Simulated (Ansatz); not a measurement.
One crystal and one scan (frozen-phonon scan) at two levels, r2SCAN (plane waves to 500 eV, PAW, scalar-relativistic; Ansatz, a quantum-chemistry and plane-wave program) and PBE (plane waves to 420 eV, PAW, scalar-relativistic; Ansatz), each from its own relaxed cell and on its own mesh. The cell shown is that of r2SCAN.

Starting cell, KF (rock salt):

```xyz
4
Lattice="0.0000 5.3183 5.3183 2.6592 2.6592 5.3183 2.6592 2.6592 0.0000" Properties=species:S:1:pos:R:3 pbc="T T T"
F      0.0000     0.0000     0.0000
F      2.6592     5.3183     2.6592
K      2.6592     2.6592     2.6592
K      2.6592     5.3183     5.3183
```

A phonon eigenvector at X = (0.5, 0.5, 0.0) is frozen into this cell: atom i moves by Q times the vector below, so Q is the largest atomic displacement, in Å. The cell is held. It is one choice among 2 degenerate patterns. (q is in reciprocal vectors of the primitive cell; the cell shown is doubled to hold the pattern.)

| atom | x | y | z |
|---|---|---|---|
| F1 | 0.000 | -1.000 | 0.000 |
| F2 | 0.000 | 1.000 | 0.000 |
| K3 | 0.000 | -0.480 | 0.000 |
| K4 | 0.000 | 0.480 | 0.000 |

KF was relaxed with its symmetry unable to fall. Percentages come from the unrounded values. Both scans cover Q from -0.100 to 0.100 Å.

Results of r2SCAN:

| Property | Value |
|---|---|
| Lattice constant a (Å) | 5.318 |
| Band gap of the relaxed cell, no spin-orbit coupling (eV) | 6.91 |
| Energy at Q = 0.100 Å (meV/cell) | 43.1 |
| Harmonic wavenumber from the curvature (finite differences) (cm⁻¹ (negative: imaginary)) | 200 |
| Space group of the distorted cell | Cmcm (No. 63), lowered from Fm-3m |
| Symmetry of the curve | even: the same for both signs |
| Shape of the curve | a single well with its minimum at or next to zero displacement |

Q: Estimate the PBE values.

A: 
| quantity | PBE | r2SCAN − PBE |
|---|---|---|
| Lattice constant a (Å) | 5.421 | -0.103 (-1.9 %) |
| Band gap of the relaxed cell, no spin-orbit coupling (eV) | 5.96 | +0.95 (+16 %) |
| Energy at Q = 0.100 Å (meV/cell) | 30.1 | +13.0 (+43 %) |
| Harmonic wavenumber from the curvature (finite differences) (cm⁻¹ (negative: imaginary)) | 172 | +28 (+16 %) |

r2SCAN gives the higher value for: band gap of the relaxed cell, no spin-orbit coupling; energy at Q = 0.100 Å; harmonic wavenumber from the curvature. r2SCAN gives the lower value for: lattice constant a. Both give the same space group of the distorted cell: Cmcm (No. 63), lowered from Fm-3m. Neither level is exact: the differences show how much the result hangs on the functional.

(A displaced cell: forces are minus the slopes of the energy, force constants its curvatures, and phonons follow from these.)
